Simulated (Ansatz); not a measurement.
Data sheet: SiO₂ (DFT)

SiO2:
```xyz
9
Lattice="3.9788 2.2971 2.6163 -3.9788 2.2971 2.6163 0.0000 -4.5943 2.6163" Properties=species:S:1:pos:R:3 pbc="T T T"
Si     1.7135     0.0000     3.9245
Si    -0.8567     1.4839     3.9245
Si    -0.8567    -1.4839     3.9245
O     -1.5153     0.0000     3.9245
O      0.7577    -1.3123     3.9245
O      0.7577     1.3123     3.9245
O     -1.3287    -2.2930     2.6163
O      2.6501    -0.0042     2.6163
O     -1.3214     2.2971     2.6163
```

Space group R32 (No. 155); conventional cell a = 7.958 Å, b = 7.958 Å, c = 7.849 Å, α = 90.00°, β = 90.00°, γ = 120.00°.

Method: plane-wave PAW r²SCAN (Ansatz code). Geometry: relaxed at this level of theory. Other levels are named where they apply.

### Cell and energy

* **Volume per atom**: 15.94 Å³
* **Density**: 2.09 g/cm³
* **Formation energy from the elements (no fitted shifts)**: -2.95 eV/atom

### Electronic structure

* **Band gap**: 6.35 eV (smallest direct gap 6.37 eV)
* **Valence-band maximum**: on the P2–Γ line, 48 % of the way from P2 (k = 0.198, 0.198, 0.198 in fractions of the reciprocal vectors)
* **Conduction-band minimum**: at Γ
* **Electron effective mass**: 0.57 mₑ (isotropic)
* **Hole effective mass**: 1.8, 6.7, 6.7 mₑ (principal values)
* **HSE06 gap on the r²SCAN cell**: 7.46 eV

### Mechanics

- Elastic constants (relaxed ions, GPa) = C11 = 81.6, C12 = 32.9, C13 = 65.7, C14 = 23.2, C33 = 246, C44 = 44.5
- Mechanical stability = stable (all eigenvalues of C positive)
- Hill bulk and shear moduli = 69.4 and 28.5 GPa
- Young's modulus = 75.1 GPa
- Poisson's ratio = 0.32
- Debye temperature from the elastic constants = 489 K
- Piezoelectric stress constants (proper, relaxed ions, C/m²) = e11 = 0.03, e12 = e26 = -0.03

### Dielectric response

- Electronic dielectric constant ε∞ (DFPT): 2.03 (xx = yy), 2.08 (zz)
- Static dielectric constant ε0 (ions relaxed, cell fixed): 3.36 (xx = yy), 3.65 (zz)
- Born charges (a third of the trace): Si +3.20, O -1.66 to -1.54 e
- Largest static χ(2) component: 0.63 pm/V

### Phonons

- Highest zone-centre frequency (without LO–TO term) = 144.5 meV
- Zone-centre stability = no imaginary mode at Γ
- Dynamical stability on the path = unstable, down to 46i cm⁻¹

### Charges

Bader charges: Si +3.36, O -1.68 e

The workflow started from a Materials Project entry (that database holds measured and hypothetical structures alike); the Crystallography Open Database copy checked does not list it. It is not the phase usual at ambient conditions (space group No. 92, 152, 154). Symmetry was held in the r²SCAN relaxation. Signs of piezoelectric constants follow the polarity of the cell as given. The references are the lowest solids computed at this level, not always the standard phases (solids in place of the gases).

Potentials: the earlier of the program's two PAW sets.
